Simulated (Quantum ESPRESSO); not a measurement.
# Zn8S7Se: input and log of a self-consistent run

Computed values, not a measurement. The program is pw.x of Quantum ESPRESSO 7.5 (plane-wave density functional theory). The cell is made up: 16 atoms on a doubled zincblende/diamond lattice, with randomly drawn elements, strain and displacements, not relaxed. PseudoDojo standard norm-conserving files (v0.5 for PBE, v0.4.1 for LDA and PBEsol) set the functional; there is no spin polarisation, spin-orbit coupling or dispersion term, and the masses in the input are unused placeholders.

Input:

```
&control calculation='scf', pseudo_dir='./dojo.nc.sr.pbe.v0_5.standard.upf', outdir='./o', disk_io='low', tprnfor=.true., tstress=.true. /
&system ibrav=0, nat=16, ntyp=3, nbnd=115, ecutwfc=107.82251126, nosym=.true., tot_charge=0,
 occupations='smearing', smearing='fd', degauss=0.0018374661
/
&electrons conv_thr=7.350e-09, electron_maxstep=60, /
ATOMIC_SPECIES
S 1.0 S.upf
Se 1.0 Se.upf
Zn 1.0 Zn.upf
CELL_PARAMETERS angstrom
5.5622 -0.034 -0.001
-0.034 5.4802 0.0763
-0.002 0.1527 10.8709
ATOMIC_POSITIONS angstrom
Zn 0.0232 -0.0722 0.0145
Zn -0.0197 2.8947 2.7544
Zn 2.7402 -0.0105 2.7293
Zn 2.8609 2.7791 0.0881
Zn -0.05 0.1473 5.4829
Zn 0.0094 2.826 8.1776
Zn 2.796 0.0523 8.0458
Zn 2.8159 2.7994 5.4951
S 1.354 1.4278 1.4501
S 1.3043 4.1105 4.1532
S 4.1824 1.4079 3.9542
S 4.1889 4.0239 1.4143
S 1.4164 1.4593 6.8209
Se 1.3149 4.3022 9.5611
S 4.1534 1.473 9.499
S 4.2083 4.1074 7.02
K_POINTS automatic
6 6 4 1 1 1
```

The log is shortened where brackets say so; the opening notice, blank lines, dates and the lines on written files are dropped, and the path of the files is cut. It prints rydbergs, bohrs and kilobars, and counts compression as positive stress. With no partly filled state, the Fermi energy that it prints is only some level between the filled and the empty states on the mesh, and need not lie in the true gap.

```
     Program PWSCF v.7.5
     Parallel version (MPI & OpenMP), running on       4 processor cores
     Number of MPI processes:                 4
     Threads/MPI process:                     1
     [start-up lines left out]
     bravais-lattice index     =            0
     lattice parameter (alat)  =      10.5112  a.u.
     unit-cell volume          =    2235.6494 (a.u.)^3
     number of atoms/cell      =           16
     number of atomic types    =            3
     number of electrons       =       218.00
     number of Kohn-Sham states=          115
     kinetic-energy cutoff     =     107.8225  Ry
     charge density cutoff     =     431.2900  Ry
     scf convergence threshold =      7.3E-09
     mixing beta               =       0.7000
     number of iterations used =            8  plain     mixing
     Exchange-correlation= PBE
                           (   1   4   3   4   0   0   0)
     [axes and pseudopotential details left out]
   Cartesian axes
     site n.     atom                  positions (alat units)
         1        Zn     tau(   1) = (   0.0041709  -0.0129802   0.0026068  )
         2        Zn     tau(   2) = (  -0.0035417   0.5204138   0.4951905  )
         3        Zn     tau(   3) = (   0.4926376  -0.0018877   0.4906780  )
         4        Zn     tau(   4) = (   0.5143372   0.4996311   0.0158388  )
         5        Zn     tau(   5) = (  -0.0089891   0.0264818   0.9857246  )
         6        Zn     tau(   6) = (   0.0016899   0.5080628   1.4701821  )
         7        Zn     tau(   7) = (   0.5026694   0.0094026   1.4464869  )
         8        Zn     tau(   8) = (   0.5062471   0.5032807   0.9879180  )
         9        S      tau(   9) = (   0.2434243   0.2566922   0.2607013  )
        10        S      tau(  10) = (   0.2344892   0.7389923   0.7466690  )
        11        S      tau(  11) = (   0.7519186   0.2531145   0.7108925  )
        12        S      tau(  12) = (   0.7530872   0.7234232   0.2542651  )
        13        S      tau(  13) = (   0.2546427   0.2623553   1.2262724  )
        14        Se     tau(  14) = (   0.2363948   0.7734565   1.7189100  )
        15        S      tau(  15) = (   0.7467050   0.2648183   1.7077456  )
        16        S      tau(  16) = (   0.7565750   0.7384350   1.2620669  )
     number of k points=    72  Fermi-Dirac smearing, width (Ry)=  0.0018
                       cart. coord. in units 2pi/alat
        k(    1) = (   0.0838610   0.0842279   0.0627909), wk =   0.0277778
        k(    2) = (   0.0838732   0.0824466   0.1907333), wk =   0.0277778
     [further k points left out]
     Dense  grid:   338195 G-vectors     FFT dimensions: (  72,  72, 135)
     Estimated max dynamical RAM per process >       2.06 GB
     Estimated total dynamical RAM >       8.00 GB
     Initial potential from superposition of free atoms
     starting charge     217.9986, renormalised to     218.0000
     Starting wfcs are  117 randomized atomic wfcs
     total cpu time spent up to now is       83.5 secs
     per-process dynamical memory:  1786.2 Mb
     Self-consistent Calculation
     iteration #  1     ecut=   107.82 Ry     beta= 0.70
     Davidson diagonalization with overlap
     ethr =  1.00E-02,  avg # of iterations =  4.2
     Threshold (ethr) on eigenvalues was too large:
     Diagonalizing with lowered threshold
     Davidson diagonalization with overlap
     ethr =  4.07E-04,  avg # of iterations =  3.0
     total cpu time spent up to now is      494.4 secs
     total energy              =   -3741.74382412 Ry
     estimated scf accuracy    <       0.82658579 Ry
     iteration #  2     ecut=   107.82 Ry     beta= 0.70
     Davidson diagonalization with overlap
     ethr =  3.79E-04,  avg # of iterations =  6.0
     total cpu time spent up to now is      799.8 secs
     total energy              =   -3741.98160526 Ry
     estimated scf accuracy    <       0.45940617 Ry
     iteration #  3     ecut=   107.82 Ry     beta= 0.70
     Davidson diagonalization with overlap
     ethr =  2.11E-04,  avg # of iterations =  3.1
     total cpu time spent up to now is     1068.5 secs
     total energy              =   -3742.07045694 Ry
     estimated scf accuracy    <       0.02743165 Ry
     iteration #  4     ecut=   107.82 Ry     beta= 0.70
     Davidson diagonalization with overlap
     ethr =  1.26E-05,  avg # of iterations =  9.5
     total cpu time spent up to now is     1348.1 secs
     total energy              =   -3742.07647818 Ry
     estimated scf accuracy    <       0.02045146 Ry
     iteration #  5     ecut=   107.82 Ry     beta= 0.70
     Davidson diagonalization with overlap
     ethr =  9.38E-06,  avg # of iterations =  9.4
     total cpu time spent up to now is     1556.1 secs
     total energy              =   -3742.08034212 Ry
     estimated scf accuracy    <       0.00115413 Ry
     iteration #  6     ecut=   107.82 Ry     beta= 0.70
     Davidson diagonalization with overlap
     ethr =  5.29E-07,  avg # of iterations =  5.4
     total cpu time spent up to now is     1748.6 secs
     total energy              =   -3742.08058548 Ry
     estimated scf accuracy    <       0.00019940 Ry
     iteration #  7     ecut=   107.82 Ry     beta= 0.70
     Davidson diagonalization with overlap
     ethr =  9.15E-08,  avg # of iterations =  3.0
     total cpu time spent up to now is     1920.3 secs
     total energy              =   -3742.08061929 Ry
     estimated scf accuracy    <       0.00003316 Ry
     iteration #  8     ecut=   107.82 Ry     beta= 0.70
     Davidson diagonalization with overlap
     ethr =  1.52E-08,  avg # of iterations =  3.0
     total cpu time spent up to now is     2112.2 secs
     total energy              =   -3742.08062620 Ry
     estimated scf accuracy    <       0.00000314 Ry
     iteration #  9     ecut=   107.82 Ry     beta= 0.70
     Davidson diagonalization with overlap
     ethr =  1.44E-09,  avg # of iterations =  3.3
     total cpu time spent up to now is     2330.7 secs
     total energy              =   -3742.08062708 Ry
     estimated scf accuracy    <       0.00000043 Ry
     iteration # 10     ecut=   107.82 Ry     beta= 0.70
     Davidson diagonalization with overlap
     ethr =  1.96E-10,  avg # of iterations =  2.0
     total cpu time spent up to now is     2498.3 secs
     total energy              =   -3742.08062712 Ry
     estimated scf accuracy    <       0.00000010 Ry
     iteration # 11     ecut=   107.82 Ry     beta= 0.70
     Davidson diagonalization with overlap
     ethr =  4.54E-11,  avg # of iterations =  3.0
     total cpu time spent up to now is     2682.5 secs
     End of self-consistent calculation
          k = 0.0839 0.0842 0.0628 ( 42270 PWs)   bands (ev):
  -117.9355-117.9345-117.9322-117.9245-117.8660-117.8264-117.8232-117.7926
   -72.1115 -72.1011 -72.0986 -72.0972 -72.0942 -72.0887 -72.0879 -72.0859
   -72.0857 -72.0832 -72.0807 -72.0784 -72.0377 -72.0300 -72.0245 -72.0019
   -71.9940 -71.9803 -71.9773 -71.9769 -71.9738 -71.9585 -71.9547 -71.9415
   -39.6426 -39.6326 -39.6212 -39.5997 -39.5971  -5.9662  -5.5742  -5.3359
    -5.0189  -4.9458  -4.7515  -4.5923  -4.4777   0.6242   0.6492   0.6772
     0.7094   0.7164   0.7460   0.7650   0.7734   0.8136   0.8301   0.8542
     0.8826   0.9233   0.9384   0.9686   0.9866   1.0055   1.0303   1.0391
     1.0750   1.0901   1.1179   1.1301   1.1366   1.1407   1.1492   1.1669
     1.1764   1.1849   1.1966   1.2233   1.2484   1.2630   1.2857   1.3023
     1.3555   1.3702   1.4123   1.5074   1.5332   2.3468   2.4538   2.6918
     2.7585   2.7793   3.9779   4.2038   4.2834   4.6258   4.6553   4.7678
     4.8030   4.8527   4.9014   4.9397   5.0175   5.2413   5.5366   5.6390
     6.0815   6.1085   6.5417   6.9531   7.0904   9.2707  10.3862  10.4710
    10.7723  10.9423  11.0420
     [levels at the other k points left out]
     the Fermi energy is     8.0753 ev
!    total energy              =   -3742.08062714 Ry
     estimated scf accuracy    <          3.1E-09 Ry
     smearing contrib. (-TS)   =       0.00000000 Ry
     internal energy E=F+TS    =   -3742.08062714 Ry
     The total energy is F=E-TS. E is the sum of the following terms:
     one-electron contribution =   -3074.38703825 Ry
     hartree contribution      =    1575.58182668 Ry
     xc contribution           =    -452.09332373 Ry
     ewald contribution        =   -1791.18209184 Ry
     convergence has been achieved in  11 iterations
     Forces acting on atoms (cartesian axes, Ry/au):
     atom    1 type  3   force =    -0.02277962    0.04835231    0.02037754
     atom    2 type  3   force =     0.01730902   -0.02964345    0.00098464
     atom    3 type  3   force =    -0.00142943    0.00111683   -0.00683688
     atom    4 type  3   force =    -0.01667544   -0.03234481   -0.01433508
     atom    5 type  3   force =     0.00231046   -0.00839252   -0.00943237
     atom    6 type  3   force =     0.01035917   -0.03189996    0.01742633
     atom    7 type  3   force =     0.01513721    0.02145760    0.01432893
     atom    8 type  3   force =     0.00444871   -0.00094571   -0.01083489
     atom    9 type  1   force =     0.00694676   -0.01090518   -0.01876549
     atom   10 type  1   force =     0.01893036    0.02194260    0.02135515
     atom   11 type  1   force =    -0.01129438   -0.00790897    0.04445041
     atom   12 type  1   force =    -0.01961541    0.04388450    0.00687630
     atom   13 type  1   force =    -0.00818245    0.00062874   -0.01158686
     atom   14 type  2   force =     0.03222363   -0.03283794    0.00041093
     atom   15 type  1   force =    -0.00304805   -0.00849591    0.01203180
     atom   16 type  1   force =    -0.02464053    0.02599188   -0.06645046
     Total force =     0.152446     Total SCF correction =     0.000258
     Computing stress (Cartesian axis) and pressure
          total   stress  (Ry/bohr**3)                   (kbar)     P=        3.33
  -0.00000173   0.00002167   0.00002334           -0.25        3.19        3.43
   0.00002167   0.00002443  -0.00008705            3.19        3.59      -12.81
   0.00002334  -0.00008705   0.00004516            3.43      -12.81        6.64
     init_run     :     64.09s CPU     67.90s WALL (       1 calls)
     electrons    :   2534.43s CPU   2599.14s WALL (       1 calls)
     forces       :     30.06s CPU     30.47s WALL (       1 calls)
     stress       :    101.38s CPU    103.98s WALL (       1 calls)
     [timing details left out]
     PWSCF        :  45m46.11s CPU  47m 2.45s WALL
     JOB DONE.
```

In other units: free energy -50913.601 eV for the cell, pressure 0.33 GPa, largest force component 1.709 eV/Å. This run is the check on a run of the same cell at a cutoff of 1170 eV and k mesh 4 x 4 x 2: rerunning at a cutoff of 1467 eV and k mesh 6 x 6 x 4 moved values by no more than 0.004 eV in energy, 0.02 GPa in stress and 0.002 eV/Å in force.